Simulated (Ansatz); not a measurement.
**Zone-centre phonons of GaN at 25 GPa: input and output**

Theory: Ansatz, DFT LDA, scalar-relativistic, plane waves, PAW.

Launched with:
```bash
ansatz run input.yaml --threads 1 --pin off --max-ram 3072MiB --backend cpu --events-out ev --progress --plain --runs-dir out
```

Input (bare energies are in eV):
```yaml
crystal:
  lattice:
    - [0.0, 2.1549849227, 2.1549849227]
    - [2.1549849227, 0.0, 2.1549849227]
    - [2.1549849227, 2.1549849227, 0.0]
  atoms:
    - { symbol: Ga, position: [0.0, 0.0, 0.0] }
    - { symbol: "N", position: [0.75, 0.75, 0.75] }
basis:
  ecutwfc: 420
kpoints:
  mp_grid: { grid: [10, 10, 10] }
hamiltonian:
  xc: lda
scf:
  occupations: { method: fixed }
output:
  eigenvalues: true
phonons:
  method: dfpt
  dielectric: true
  rigid_motions: translations
  eigenvectors: true
```

Results section of the output:
```
--- Phonons (Γ-DFPT): 2 representative perturbations + reference, on 171 of 1000 k-points (Σ response iterations 6) ---
  k mesh reduced under 4 symmetry operations, with k and −k counted as one. Each operation leaves every solved perturbation unchanged. A smaller set is not considered because the run solves the response ...
  ASR residual: 5.632e-5 → 0.000e0 eV/Å²; symmetrization residual: 5.096e-8 eV/Å²
  ASR residual per site (eV/Å²): 1.57e-7 5.63e-5
  Γ frequencies (cm⁻¹): 0.00 0.00 0.00 640.00 640.00 640.00
  ε∞ (high-frequency dielectric tensor):
        5.339221    -0.000000    -0.000000
       -0.000000     5.339221     0.000000
       -0.000000     0.000000     5.339221
  ε⁰ (static dielectric tensor: ions relaxed, cell fixed):
        8.776615     0.000000    -0.000000
        0.000000     8.776615     0.000000
       -0.000000     0.000000     8.776615
  ε⁰ − ε∞ (ionic part):
        3.437394     0.000000     0.000000
        0.000000     3.437394     0.000000
        0.000000     0.000000     3.437394
  softest optical mode at Γ: 640.00 cm⁻¹; the repairs (sum rule, projections) moved no ω² at Γ by more than (1.05 cm⁻¹)²
  Born effective charges Z* (e; rows j = field, columns β = displacement):
    site 0:
         2.58457   -0.00000    0.00000
         0.00000    2.58457    0.00000
         0.00000    0.00000    2.58457
    site 1:
        -2.58457    0.00000   -0.00000
        -0.00000   -2.58457   -0.00000
        -0.00000   -0.00000   -2.58457
  Z* charge neutrality: 9.226e-4 e pre-enforcement
  solved inside a basis spanned on kpoints, on 10×10×10 k-points, its susceptibility summed on 14×14×14: ε∞ is read to err by 1.4e-2, Z* by 1.4e-2 e (field_mesh: kpoints solves on kpoints); Z* is corrected for ...
  optical modes at Γ without the LO–TO term, one row a degenerate level:
      ω (cm⁻¹) modes IR ((D/Å)²/amu)
        640.00      3            39.6388
  optical modes at Γ + LO–TO along q̂ = [1.0000, 0.0000, 0.0000]:
      ω (cm⁻¹) modes IR ((D/Å)²/amu)
        640.00      2            26.4259
        820.56      1            13.2129
  optical modes at Γ + LO–TO along q̂ = [0.0000, 1.0000, 0.0000]:
      ω (cm⁻¹) modes IR ((D/Å)²/amu)
        640.00      2            26.4259
        820.56      1            13.2129
  optical modes at Γ + LO–TO along q̂ = [0.0000, 0.0000, 1.0000]:
      ω (cm⁻¹) modes IR ((D/Å)²/amu)
        640.00      2            26.4259
        820.56      1            13.2129
```

The run took 40 s on 1 thread of Intel(R) Xeon(R) Platinum 8375C CPU @ 2.90GHz (Ice Lake) (shared host), peak memory 0.57 GiB.

Other phases may be more stable at this pressure.

This zinc-blende form isn't the usual stable structure of the compound at low pressure.